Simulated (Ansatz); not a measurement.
Here is the system:

CaPbF6 (space group Fm-3m)

Space group Fm-3m (No. 225); a = 8.622 Å, b = 8.622 Å, c = 8.622 Å, α = 90.00°, β = 90.00°, γ = 90.00°

```tsv
atom	site	symmetry	x	y	z
Ca	4b	m-3m	0.5000	0.5000	0.5000
Pb	4a	m-3m	0.0000	0.0000	0.0000
F	24e	4m.m	0.0000	0.0000	0.2397
```
(The calculation used a cell of 8 atoms; values per cell refer to that cell.)

The volume is varied about the relaxed value V₀ at fixed cell shape. The atoms relax within the cell's symmetry.

All values below come from r2SCAN (plane waves to 500 eV, PAW, scalar-relativistic; Ansatz, a program for electronic structure). k mesh 7×7×7 (Γ-centred), Fermi-Dirac smearing 0.05 eV. E stands for the smeared free energy. Stress and pressure are positive under compression. CaPbF6 was relaxed with its symmetry unable to fall. Spin-orbit coupling is left out, though Pb is heavy. The zero of ΔE is the relaxed starting cell.

The scan covers V/V₀ from 0.840 to 1.160 in 11 points.

Task: What pressure does the cell carry at V/V₀ = 0.840?

Result: 15.7 GPa.

Task: What is ΔE at V/V₀ = 1.160?

Result: 65.7 meV/atom.

Task: What is ΔE at V/V₀ = 0.840?

Result: 131.4 meV/atom.

(A scan under strain: stresses follow from slopes of the energy per volume, elastic moduli from its curvatures.)
